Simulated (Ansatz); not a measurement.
Ti: frozen-core PAW against all-electron methods

```xyz
2
Lattice="2.9500 0.0000 0.0000 -1.4750 2.5548 0.0000 0.0000 0.0000 4.5454" Properties=species:S:1:pos:R:3 pbc="T T T"
Ti    0.0000    1.7032    1.1364
Ti    1.4750    0.8516    3.4091
```

Atom numbers follow the list: Ti1, Ti2.

The cell comes from COD entry 9008517, which wasn't checked; take it as a given geometry. The listed cell was then made from it by scaling, straining or moving an atom.

All numbers are computed: DFT, PBEsol, PAW with Ansatz's default frozen-core files, scalar-relativistic (Ansatz 0.2.0); DFT, PBEsol, all-electron PAW with datasets made for the crystal, scalar-relativistic (Ansatz 0.2.0); DFT, PBEsol, all-electron LAPW, scalar-relativistic (Ansatz 0.2.0).

For PAW: a Γ-centred 13×13×7 k mesh, Fermi–Dirac smearing of 0.08 eV, cutoff 420 eV, no spin polarisation; the PAW files were made with PBE, and the program remakes their frozen cores for this functional. The crystal-made all-electron datasets (AE datasets) take a cutoff of 260 eV at this cell. LAPW targets a basis error of 0.5 meV/atom. The Ansatz runs share mesh, smearing and spin set-up. Plane-wave (PAW) pressures include the program's estimate of the Pulay term.

Stress and pressure are positive in compression.

In a metal, gradients converge slowly with the k mesh: the values move by tens of per cent from one mesh to another, at times in sign, so only the comparison on one mesh counts.

```json
{"quantity": "pressure (GPa)", "PAW": "-2.56", "AE datasets": "-2.57", "LAPW": "-2.57"}
{"quantity": "stress xx (GPa)", "PAW": "-3.53", "AE datasets": "-3.54", "LAPW": "-3.54"}
{"quantity": "stress zz (GPa)", "PAW": "-0.62", "AE datasets": "-0.63", "LAPW": "-0.63"}
{"quantity": "field gradient Vzz at Ti1 (10²¹ V/m²)", "PAW": "?", "AE datasets": "?", "LAPW": "–"}
```

**Question.** Give the missing entry: row "field gradient Vzz at Ti1 (10²¹ V/m²)", column "PAW".

**Answer.** 2.59.

**Question.** Fill in "AE datasets" for the row "field gradient Vzz at Ti1 (10²¹ V/m²)".

**Answer.** 2.53.
